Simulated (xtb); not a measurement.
xtb single point, GFN2-xTB, vacuum, on pyrimidine, C4H4N2 (SMILES c1cncnc1), charge 0, multiplicity 1.

```
xtb m.xyz --gfn 2 --chrg 0 --uhf 0 --norestart --sp

10

C     -1.328543     0.000286    -0.000295
C     -0.593748     1.177426    -0.000186
N      0.729978     1.179356     0.000285
C      1.323808    -0.000005     0.000927
N      0.729572    -1.179349     0.000253
C     -0.594066    -1.177247    -0.000378
H     -2.406259     0.000217    -0.000063
H     -1.070027     2.149731     0.000050
H      2.406259    -0.000241    -0.000927
H     -1.070332    -2.149731     0.000172
```

Output:

```

          ...................................................
          :                      SETUP                      :
          :.................................................:
          :  # basis functions                  28          :
          :  # atomic orbitals                  28          :
          :  # shells                           16          :
          :  # electrons                        30          :
          :  max. iterations                   250          :
          :  Hamiltonian                  GFN2-xTB          :
          :  restarted?                      false          :
          :  GBSA solvation                  false          :
          :  PC potential                    false          :
          :  electronic temp.          300.0000000     K    :
          :  accuracy                    1.0000000          :
          :  -> integral cutoff          0.2500000E+02      :
          :  -> integral neglect         0.1000000E-07      :
          :  -> SCF convergence          0.1000000E-05 Eh   :
          :  -> wf. convergence          0.1000000E-03 e    :
          :  Broyden damping             0.4000000          :
          :  net charge                          0          :
          :  unpaired electrons                  0          :
          ...................................................

 iter      E             dE          RMSdq      gap      omega  full diag
   1    -16.6617652 -0.166618E+02  0.519E+00    3.15       0.0  T
   2    -16.6762138 -0.144486E-01  0.335E+00    3.05       1.0  T
   3    -16.6748057  0.140807E-02  0.121E+00    2.74       1.0  T
   4    -16.6784613 -0.365557E-02  0.286E-01    2.68       1.0  T
   5    -16.6788025 -0.341215E-03  0.111E-01    2.69       1.0  T
   6    -16.6788863 -0.837403E-04  0.248E-02    2.69       1.3  T
   7    -16.6788863 -0.124232E-07  0.580E-03    2.69       5.4  T
   8    -16.6788865 -0.184809E-06  0.215E-03    2.69      14.7  T
   9    -16.6788865 -0.984040E-08  0.730E-04    2.69      43.3  T
  10    -16.6788865 -0.121065E-08  0.104E-04    2.69     303.1  T

   *** convergence criteria satisfied after 10 iterations ***

         #    Occupation            Energy/Eh            Energy/eV
      -------------------------------------------------------------
         1        2.0000           -0.6884878             -18.7347
       ...           ...                  ...                  ...
         9        2.0000           -0.5160782             -14.0432
        10        2.0000           -0.4919741             -13.3873
        11        2.0000           -0.4817010             -13.1078
        12        2.0000           -0.4715397             -12.8312
        13        2.0000           -0.4470485             -12.1648
        14        2.0000           -0.4102351             -11.1631
        15        2.0000           -0.3734729             -10.1627 (HOMO)
        16                         -0.2746964              -7.4749 (LUMO)
        17                         -0.2632139              -7.1624
        18                         -0.1360412              -3.7019
        19                          0.1055751               2.8728
        20                          0.1212159               3.2985
       ...                                ...                  ...
        28                          0.6019884              16.3809
      -------------------------------------------------------------
                  HL-Gap            0.0987765 Eh            2.6878 eV
             Fermi-level           -0.3240846 Eh           -8.8188 eV


         :::::::::::::::::::::::::::::::::::::::::::::::::::::
         ::                     SUMMARY                     ::
         :::::::::::::::::::::::::::::::::::::::::::::::::::::
         :: total energy             -16.422851001406 Eh    ::
         :: gradient norm              0.000452032058 Eh/a0 ::
         :: HOMO-LUMO gap              2.687846165341 eV    ::
         ::.................................................::
         :: SCC energy               -16.678883661901 Eh    ::
         :: -> isotropic ES            0.014787613953 Eh    ::
         :: -> anisotropic ES          0.002948091621 Eh    ::
         :: -> anisotropic XC          0.020607324487 Eh    ::
         :: -> dispersion             -0.006517090114 Eh    ::
         :: repulsion energy           0.256032660495 Eh    ::
         :: add. restraining           0.000000000000 Eh    ::
         :: total charge              -0.000000000000 e     ::
         :::::::::::::::::::::::::::::::::::::::::::::::::::::

           -------------------------------------------------
          |                Property Printout                |
           -------------------------------------------------

    * Orbital Energies and Occupations

         #    Occupation            Energy/Eh            Energy/eV
      -------------------------------------------------------------
[... lines cut ...]
        22                          0.1605857               4.3698
        23                          0.2682587               7.2997
        24                          0.2907380               7.9114
        25                          0.3947132              10.7407
        26                          0.4088309              11.1249
       ...                                ...                  ...
        28                          0.6019884              16.3809
      -------------------------------------------------------------
                  HL-Gap            0.0987765 Eh            2.6878 eV
             Fermi-level           -0.3240846 Eh           -8.8188 eV

     #   Z          covCN         q      C6AA      α(0)
     1   6 C        2.905    -0.046    29.149     8.853
     2   6 C        2.936     0.081    26.190     8.393
     3   7 N        1.834    -0.228    26.820     7.675
     4   6 C        2.927     0.152    24.701     8.151
     5   7 N        1.834    -0.228    26.822     7.675
     6   6 C        2.936     0.081    26.190     8.393
     7   1 H        0.926     0.044     2.399     2.422
     8   1 H        0.925     0.046     2.367     2.406
     9   1 H        0.925     0.051     2.311     2.377
    10   1 H        0.925     0.046     2.367     2.406

 Mol. C6AA /au·bohr⁶  :       1374.273940
 Mol. C8AA /au·bohr⁸  :      32637.780324
 Mol. α(0) /au        :         58.749524

Wiberg/Mayer (AO) data.
largest (>0.10) Wiberg bond orders for each atom

 ---------------------------------------------------------------------------
     #   Z sym  total        # sym  WBO       # sym  WBO       # sym  WBO
 ---------------------------------------------------------------------------
     1   6 C    3.992 --     2 C    1.429     6 C    1.429     7 H    0.969
                             4 C    0.119
     2   6 C    3.977 --     3 N    1.437     1 C    1.429     8 H    0.963
                             5 N    0.107
     3   7 N    3.065 --     2 C    1.437     4 C    1.431     6 C    0.107
     4   6 C    3.966 --     3 N    1.431     5 N    1.431     9 H    0.957
                             1 C    0.119
     5   7 N    3.065 --     6 C    1.438     4 C    1.431     2 C    0.107
     6   6 C    3.977 --     5 N    1.438     1 C    1.429    10 H    0.963
                             3 N    0.107
     7   1 H    0.998 --     1 C    0.969
     8   1 H    0.998 --     2 C    0.963
     9   1 H    0.997 --     4 C    0.957
    10   1 H    0.998 --     6 C    0.963
 ---------------------------------------------------------------------------


molecular dipole:
                 x           y           z       tot (Debye)
 q only:       -0.469       0.000      -0.000
   full:       -0.878       0.000      -0.000       2.232
molecular quadrupole (traceless):
                xx          xy          yy          xz          yz          zz
 q only:        2.296      -0.000      -1.096      -0.000      -0.000      -1.200
  q+dip:        3.936      -0.000      -1.972      -0.003      -0.000      -1.964
   full:        2.860      -0.000      -3.542      -0.002      -0.000       0.683

           -------------------------------------------------
          | TOTAL ENERGY              -16.422851001406 Eh   |
          | GRADIENT NORM               0.000452032058 Eh/α |
          | HOMO-LUMO GAP               2.687846165341 eV   |
           -------------------------------------------------
```

The total energy is -446.89 eV.
